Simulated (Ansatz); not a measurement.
**SnSe₂ (P-3m1), work and stress of cleavage**

The calculation used Ansatz, DFT PBE+D3(BJ), scalar-relativistic, plane waves, PAW. Settings: plane waves to 420 eV, k-mesh 10×10×3 (Γ-centred), Gaussian smearing 0.03 eV. No spin polarisation. Energies are free energies at this smearing, counted from the undisturbed cell; pressure is positive in compression.

The starting cell (relaxed at this level):

```
CELL_PARAMETERS angstrom
-3.83905 0.00000 0.00000
-1.91952 -3.32471 0.00000
0.00000 0.00000 12.02326
ATOMIC_POSITIONS crystal
Sn 0.00000 0.00000 0.75000
Sn 0.00000 0.00000 0.25000
Se 0.33333 0.33333 0.88258
Se 0.33333 0.33333 0.38258
Se 0.66667 0.66667 0.11742
Se 0.66667 0.66667 0.61742
```

The cut lies on the cell's a–b face, a (0 0 1) plane (indices in the standard cell, whose axes needn't be the Cartesian ones shown) of area 12.76 Å², between layers 2.82 Å apart. Vector c is lengthened by d along the normal with the atoms' Cartesian places fixed: one unrelaxed cut a cell. The traction is positive where the two halves pull on each other.

```
d (Å) energy (J/m²) traction (GPa)
-0.30          0.027           -2.01
-0.15          0.006           -0.86
 0.00          0.000            0.01
 0.25          0.013            0.94
 0.50          0.043            1.40
 0.75          0.080            1.54
 1.00          0.119            1.51
 1.50          0.187            1.20
 2.00          0.238            0.86
 3.00          0.299            0.41
 4.50          0.337            0.15
 6.00          0.353            0.07
```

What are the work of separation and the cleavage stress, and do they fit the universal binding curve?

The energy levels off near W ≈ 0.353 J/m² (the traction is down to 0.07 GPa), the energy of the two unrelaxed faces, 0.176 J/m² each on average. The largest sampled traction is 1.54 GPa at d = 0.75 Å, and a parabola through it and its two neighbours peaks at σ_max ≈ 1.55 GPa, d ≈ 0.82 Å. The curve E = W[1 − (1 + d/ℓ)exp(−d/ℓ)] peaks in traction at d = ℓ with σ_max = W/(eℓ); with 1 J/m² per Å = 10 GPa this W and σ_max give ℓ = 0.84 Å. A parabola through that curve at the same three d peaks at 0.85 Å, against 0.82 Å here, a fair fit. Real crystals break at far lower stress, because cracks concentrate it.

The crystal is built of layers, and the cut parts neighbours that are weakly bound, with dispersion added by D3.

The cut is rigid; relaxing the faces lowers these energies and usually the stresses.

Cost: 12 runs of about 5.3 core-minutes in all, on Intel Xeon Platinum 8259CL (Skylake/Cascade Lake) (shared hosts).